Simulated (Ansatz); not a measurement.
Question: Name crystals whose computed values (r²SCAN in the plane-wave PAW code Ansatz) fall in these windows: B₀ by P(V) fit (GPa) 210 to 260; electron conductivity mass (mₑ) 0.20 to 0.29; HSE06 gap (eV) 4.2 to 5.2.

Answer: 

```json
[
 {"crystal": "Ga2O3, corundum", "B₀ by P(V) fit (GPa)": "233", "electron conductivity mass (mₑ)": "0.25", "HSE06 gap (eV)": "4.62"}
]
```
Others may fit too.

The cell was relaxed under the symmetry of its start. Scalar-relativistic: spin–orbit coupling is off unless named, which matters more the heavier the elements.

Potentials: the later of the program's two PAW sets.
